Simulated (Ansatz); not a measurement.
InMo3C (anti-perovskite, Pm-3m) under volume change, plane-wave PAW PBE (Ansatz code), scaled uniformly.

| V (Å³/atom) | E − E(relaxed) (meV/atom) | P (GPa) |
|---|---|---|
| 13.621 | 99.9 | 25.85 |
| 14.070 | 41.9 | 15.80 |
| 14.519 | 9.9 | 7.26 |
| 14.968 | 0.0 | 0.00 |
| 15.417 | 8.9 | -6.16 |
| 15.866 | 33.7 | -11.39 |
| 16.316 | 72.0 | -15.82 |

Question: What does a third-order Birch–Murnaghan fit give for V₀, B₀ and B′?

Answer: V₀ = 14.97 Å³/atom, B₀ = 222 GPa, B′ = 4.4.

The start of the workflow was typed in or built on a structure type; neither database checked (COD, Materials Project) lists it. Whether it is the stable phase at ambient conditions was not checked. Symmetry was held in the PBE relaxation; its stability against distortions is not shown here. No spin polarisation was allowed. Its formation energy is positive at this level, so the cell may be metastable or incomplete.

Potentials: the earlier of the program's two PAW sets.
